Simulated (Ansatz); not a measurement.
## SiO2 (rutile), frozen-phonon scan

Relaxed SiO₂ (rutile):

```
SiO2
1.0
    4.23616     0.00000     0.00000
    0.00000     4.23616     0.00000
    0.00000     0.00000     5.38090
Si O
4 8
Direct
  0.50000   0.50000   0.25000
  0.50000   0.50000   0.75000
  0.00000   0.00000   0.00000
  0.00000   0.00000   0.50000
  0.80699   0.80699   0.25000
  0.80699   0.80699   0.75000
  0.30699   0.69301   0.00000
  0.30699   0.69301   0.50000
  0.69301   0.30699   0.00000
  0.69301   0.30699   0.50000
  0.19301   0.19301   0.25000
  0.19301   0.19301   0.75000
```

The atoms are displaced by Q × the pattern below (from a DFPT mode at Z = (0.0, 0.0, 0.5), largest move 1; Q in Å), at fixed cell. It is one choice among 2 degenerate patterns. (q is in reciprocal vectors of the primitive cell; the cell shown is doubled to hold the pattern.)

```
atom       x       y      z
----  ------  ------  -----
O5     0.707  -0.707  0.000
O6    -0.707   0.707  0.000
O7     0.015   0.015  0.000
O8    -0.015  -0.015  0.000
O9    -0.015  -0.015  0.000
O10    0.015   0.015  0.000
O11   -0.707   0.707  0.000
O12    0.707  -0.707  0.000
```

Atoms not listed stay in place.

Calculation: PBE (plane waves to 420 eV, PAW, scalar-relativistic; Ansatz, a quantum-chemistry and plane-wave program). k mesh 8×8×6 (Γ-centred), Fermi-Dirac smearing 0.05 eV. The energy includes the smearing's −TS. Compression counts positive. SiO2 was relaxed with its symmetry unable to fall. The zero of ΔE is the undisplaced structure.

```
Q (Å)   ΔE (meV/cell)  −dE/dQ from forces (eV/Å)  P (GPa)
------  -------------  -------------------------  -------
-0.180            763                      8.643     0.63
-0.150            527                      7.120     0.42
-0.120            336                      5.643     0.26
-0.090            188                      4.201     0.14
-0.060             83                      2.785     0.06
-0.030             21                      1.388     0.01
0.000               0                      0.000     0.00
0.030              21                     -1.388     0.01
0.060              83                     -2.785     0.06
0.090             188                     -4.201     0.14
0.120             336                     -5.643     0.26
0.150             527                     -7.120     0.42
0.180             763                     -8.643     0.63
```

What the scan shows:

| Property | Value |
|---|---|
| Energy at Q = 0.180 Å | 763 meV/cell |
| Symmetry of the curve | even: the same for both signs |
| Shape of the curve | a single well with its minimum at or next to zero displacement |
| Harmonic wavenumber from the curvature (finite differences) | 443 cm⁻¹ |
| Wavenumber by perturbation theory (DFPT, on another k mesh) | 443 cm⁻¹ |

(A displaced cell: forces are minus the slopes of the energy, force constants its curvatures, and phonons follow from these.)
